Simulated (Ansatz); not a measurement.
SnTe:
Space group Fm-3m (No. 225); a = b = c = 6.409 Å, α = β = γ = 90.00°

```tsv
atom	site	symmetry	x	y	z
Sn	4a	m-3m	0.0000	0.0000	0.0000
Te	4b	m-3m	0.5000	0.5000	0.5000
```
(The calculation used a cell of 2 atoms; values per cell refer to that cell.)

Relaxed with PBE.

### Question
Decompose the optical modes at the zone centre into irreducible representations, and say which are infrared and Raman allowed.

### Answer
Point group m-3m: Γ_opt = T1u. Infrared: T1u. Raman: none.

### Question
Assign frequencies (DFPT, PBE (plane waves, PAW; program Ansatz); without the LO–TO term).

### Answer
T1u 69i cm⁻¹.

Symmetry was held in the PBE relaxation. At this level the phase is dynamically unstable (imaginary phonons). Spin–orbit coupling is left out wherever it is not named.

Potentials: the later of the program's two PAW sets.
